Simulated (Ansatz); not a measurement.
# Two Ansatz runs on VH₂

The cell comes from COD entry 1538936, which wasn't checked; take it as a given geometry. The listed cell was then made from it by scaling, straining or moving an atom.

First run: DFT, PBEsol, PAW with Ansatz's default frozen-core files, scalar-relativistic (Ansatz 0.2.0).

Command: `ansatz run input.yaml --threads 1 --pin off --max-ram 6144MiB --backend cpu --events-out ev --progress --plain --runs-dir out` The run took 21 s on 1 thread of Intel(R) Xeon(R) Platinum 8488C (Sapphire Rapids) (shared host), peak memory 0.4 GiB.

```yaml
crystal:
  lattice:
    - [0.0, 2.1909921805, 2.1909921805]
    - [2.1909921805, 0.0, 2.1909921805]
    - [2.1909921805, 2.1909921805, 0.0]
  atoms:
    - { symbol: V, position: [0.0, 0.0, 0.0], spin: 1.5 }
    - { symbol: H, position: [0.25, 0.25, 0.25] }
    - { symbol: H, position: [0.75, 0.75, 0.75] }
magnetization:
  spin_polarized: true
kpoints:
  mp_grid: { grid: [13, 13, 13] }
scf:
  occupations: { method: fermi_dirac, width: 0.05 }
hamiltonian:
  xc: pbesol
  pseudopotentials: { kind: paw }
output:
  forces: true
  stress: true
  efg: { contact_densities: true }
relax:
  f_tol: 0.005
  max_steps: 80
  cell: {}
```

Result: converged; relaxed volume 6.019 Å³/atom; moment 0.00 μB; 54 SCF iterations in all.

The input is then changed:

```diff
@@ -14,4 +14,5 @@
 scf:
   occupations: { method: fermi_dirac, width: 0.05 }
+  mixing: { preconditioner: none }
 hamiltonian:
   xc: pbesol
```

Q: What does the second run give?

A: It converged; energy at zero smearing 0.0 meV/atom from the first run; relaxed volume 6.019 Å³/atom; moment 0.00 μB; 54 SCF iterations in all.
